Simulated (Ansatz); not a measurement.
Ta$_{2}$C:
```xyz
6
Lattice="3.5241 0.0000 0.0000 0.0000 3.5241 0.0000 0.0000 0.0000 6.5199" Properties=species:S:1:pos:R:3 pbc="T T T"
Ta     0.0000     0.0000     0.0000
Ta     1.7620     1.7620     0.0000
Ta     1.7620     0.0000     2.3982
Ta     0.0000     1.7620     4.1217
C      1.7620     0.0000     4.7274
C      0.0000     1.7620     1.7925
```

This is the PBE-relaxed structure.

Q: All from PBE (plane waves, PAW; program Ansatz), unless another level is named. Estimate the electronic character.

A: metallic (no gap).

Q: What about the density of states at the Fermi level?

A: 0.39 states/eV per atom (mean over ±0.08 eV).

Q: Predict the formation energy from the elements (no fitted shifts).

A: 0.38 eV/atom.

Space group P4/nmm. A made-up cell: these elements were put on the sites of a structure type; neither database checked (COD, Materials Project) lists it. COD files the formula under space group No. 164, so this cell is another polymorph or a model. Its standing as an ambient phase is unchecked. The cell was relaxed with PBE under the symmetry of its start; its stability against distortions is not shown here. The run is not spin-polarised. The references are the lowest solids computed at this level, not always the standard phases. Spin–orbit coupling is left out wherever it is not named.

Potentials: the earlier of the program's two PAW sets.
